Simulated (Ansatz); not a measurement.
Input and command of a calculation in Ansatz (plane waves; scalar-relativistic PAW potentials unless the input names others):

```yaml
crystal:
  lattice:
    - [4.4166915169, 0.0, 0.0]
    - [0.0, 4.43895485, 0.0]
    - [0.0, 0.0, 23.9000868732]
  atoms:
    - { symbol: Ga, position: [0.5, 0.9156420243, 0.3138063907] }
    - { symbol: Ga, position: [0.0, 0.5843579757, 0.3138063907] }
    - { symbol: Ga, position: [0.5, 0.4156420243, 0.3727281524] }
    - { symbol: Ga, position: [0.0, 0.0843579757, 0.3727281524] }
    - { symbol: Ga, position: [0.0, 0.9156420243, 0.4705391192] }
    - { symbol: Ga, position: [0.5, 0.5843579757, 0.4705391192] }
    - { symbol: Ga, position: [0.0, 0.4156420243, 0.5294608808] }
    - { symbol: Ga, position: [0.5, 0.0843579757, 0.5294608808] }
    - { symbol: Ga, position: [0.5, 0.9156420243, 0.6272718476] }
    - { symbol: Ga, position: [0.0, 0.5843579757, 0.6272718476] }
    - { symbol: Ga, position: [0.5, 0.4156420243, 0.6861936093] }
    - { symbol: Ga, position: [0.0, 0.0843579757, 0.6861936093] }
basis:
  ecutwfc: 420
kpoints:
  mp_grid: { grid: [12, 12, 1] }
hamiltonian:
  xc: lda
scf:
  occupations: { method: gaussian, width: 0.1 }
  mixing: { algorithm: msr1, beta: 0.05 }
output:
  forces: true
  eigenvalues: true
  stress: true
efield:
  axis: 3
  dipole_correction: true
  ramp_width: 0.04
```

```bash
ansatz run input.yaml --threads 4 --pin off --max-ram 8192MiB --backend cpu --events-out ev --progress --plain --runs-dir out
```

Abridged log:
```
Basis set: ecut = 420 eV, 9235 PW (Γ)
Bands: 94, of which v1, the nominal top of the filled ones, is band 78 counted from 1 (77 counted from 0)
Symmetry: 4 space group operations
k-points: 49 of 144
SCF iter   1: F=—  HF=-44480.940397 eV  |F-HF|=—  |Δ(HF+E_count)|=         —  Δρ=4.63e-3  dr2=1.01e-1  ethr=1.77e-3  p=0.000 e·Å  D=1.50e-13 V/Å  ΔV_dip= 0.00 eV  dr2_dipole=9.67e-8  V_vac-E_F(+/−)=4.67/4.67 eV  ⟨swp⟩=6.4  Hψ=16538  notcnv=0  defer=84
efield: sawtooth ramp at fractional position 0.9800 (placed from the atoms, in the widest stretch of the axis that holds none; the zero of the levels goes with the place), width 0.0400; the density the first Hamiltonian is built on has a dipole p = 0.000 e·Å; the dipole correction subtracts the counter field D = 1.50e-13 V/Å, which shifts the + side's vacuum level by  0.00 eV against the − side's; the planar-averaged density in the ramp window peaks in size at 1.8e-5 e/Å³
SCF iter   2: F=—  HF=-44480.926048 eV  |F-HF|=—  |Δ(HF+E_count)|=   1.43e-2  Δρ=4.35e-3  dr2=9.52e-2  ethr=6.47e-5  p=0.000 e·Å  D=1.10e-7 V/Å  ΔV_dip= 0.00 eV  dr2_dipole=7.81e-10  V_vac-E_F(+/−)=4.67/4.67 eV  ⟨swp⟩=2.0  Hψ=9151  notcnv=0  defer=102
SCF iter   3: F=—  HF=-44480.913408 eV  |F-HF|=—  |Δ(HF+E_count)|=   1.26e-2  Δρ=5.69e-4  dr2=2.39e-3  ethr=6.10e-5  p= 0.000 e·Å  D=-3.42e-6 V/Å  ΔV_dip=0.00 eV  dr2_dipole=1.15e-6  V_vac-E_F(+/−)=4.63/4.63 eV  ⟨swp⟩=3.0  Hψ=8189  notcnv=0  defer=102
SCF iter   4: F=—  HF=-44480.913100 eV  |F-HF|=—  |Δ(HF+E_count)|=   3.09e-4  Δρ=2.81e-4  dr2=4.91e-4  ethr=1.53e-6  p= 0.000 e·Å  D=-1.80e-6 V/Å  ΔV_dip=0.00 eV  dr2_dipole=7.53e-7  V_vac-E_F(+/−)=4.64/4.64 eV  ⟨swp⟩=2.1  Hψ=7671  notcnv=0  defer=102
SCF iter   5: F=—  HF=-44480.913158 eV  |F-HF|=—  |Δ(HF+E_count)|=   5.79e-5  Δρ=7.86e-5  dr2=2.38e-5  ethr=3.15e-7  p= 0.000 e·Å  D=-2.04e-6 V/Å  ΔV_dip=0.00 eV  dr2_dipole=1.63e-7  V_vac-E_F(+/−)=4.65/4.65 eV  ⟨swp⟩=3.1  Hψ=8305  notcnv=0  defer=102
SCF iter   6: F=—  HF=-44480.913131 eV  |F-HF|=—  |Δ(HF+E_count)|=   2.61e-5  Δρ=3.12e-5  dr2=4.41e-6  ethr=1.53e-8  p= 0.000 e·Å  D=-1.61e-6 V/Å  ΔV_dip=0.00 eV  dr2_dipole=5.51e-8  V_vac-E_F(+/−)=4.65/4.65 eV  ⟨swp⟩=2.1  Hψ=8239  notcnv=0  defer=142
SCF iter   7: F=—  HF=-44480.913134 eV  |F-HF|=—  |Δ(HF+E_count)|=   2.85e-6  Δρ=6.99e-6  dr2=2.33e-7  ethr=2.83e-9  p= 0.000 e·Å  D=-1.06e-6 V/Å  ΔV_dip=0.00 eV  dr2_dipole=1.05e-9  V_vac-E_F(+/−)=4.65/4.65 eV  ⟨swp⟩=2.1  Hψ=8077  notcnv=0  defer=144
SCF iter   8: F=-44480.913135 eV  HF=-44480.913134 eV  |F-HF|=7.47e-8  |Δ(HF+E_count)|=   1.59e-7  Δρ=3.12e-6  dr2=3.20e-8  ethr=6.41e-11  p= 0.000 e·Å  D=-6.74e-7 V/Å  ΔV_dip=0.00 eV  dr2_dipole=4.62e-10  V_vac-E_F(+/−)=4.65/4.65 eV  ⟨swp⟩=14.6  Hψ=26195  notcnv=0
SCF 1 converged in 8 iterations: F = -44480.913135 eV  dr2 = 3.20e-8
SCF converged after 8 iterations
Free energy (F): -44480.913135 eV
Harris-Foulkes:  -44480.913134 eV  (|F-HF|=7.47e-8)
Internal energy: -44480.878478 eV  (E = F + TS)
E sigma→0 (E₀):  -44480.895806 eV
Entropy (-TS):   -0.034657 eV (-2.888 meV/atom)
Fermi energy:    2.044473 eV
Dipole field:    D = 0.000018 V/Å  (p = 0.000047 e·Å, saw-weighted, corrected)
Work function:   Φ+ = 4.6511 eV   Φ− = 4.6515 eV
Levels:          The Fermi level and band energies are counted from a zero that moves with the ramp; work functions are not
--- Forces (eV/Å), atoms counted from 1 ---
  atom   1  Ga     0.00000000    -0.11975769    -0.15237981
  atom   2  Ga     0.00000000     0.11975769    -0.15237981
  atom   3  Ga     0.00000000    -0.21410060    -0.06731841
  atom   4  Ga     0.00000000     0.21410060    -0.06731841
  atom   5  Ga     0.00000000    -0.12278057     0.18089845
  atom   6  Ga     0.00000000     0.12278057     0.18089845
  atom   7  Ga     0.00000000    -0.12278132    -0.18089888
  atom   8  Ga     0.00000000     0.12278132    -0.18089888
  atom   9  Ga     0.00000000    -0.21410274     0.06731895
  atom  10  Ga     0.00000000     0.21410274     0.06731895
  atom  11  Ga     0.00000000    -0.11975489     0.15237657
  atom  12  Ga     0.00000000     0.11975489     0.15237657
--- Stress (GPa, compression-positive) ---
       -0.209107       0.000000       0.000000
        0.000000       0.514007       0.000000
        0.000000       0.000000       1.033546
  P = ⅓ Tr σ = 0.4461 GPa (4.461 kbar)
```

Apart from outputs and empty bands, the input differs from a reference run on usual settings in scf.mixing.algorithm: not typed → "msr1"; scf.mixing.beta: not typed → 0.05; kpoints.mp_grid.grid: [8, 8, 1] → [12, 12, 1]. The reference, at the same geometry (not necessarily relaxed), gave pressure 0.39 GPa (averaged over a cell that holds vacuum), largest force 0.240 eV/Å, no gap on the mesh. This run converged in 8 SCF iterations (reference: 9) with an energy at zero smearing 1.16 meV/atom below the reference's, pressure 0.45 GPa (averaged over a cell that holds vacuum), largest force 0.224 eV/Å, no gap on the mesh.

The run took 57 s on 4 threads of Intel(R) Xeon(R) Platinum 8259CL CPU @ 2.50GHz (Skylake/Cascade Lake) (shared host), peak memory 2.1 GiB.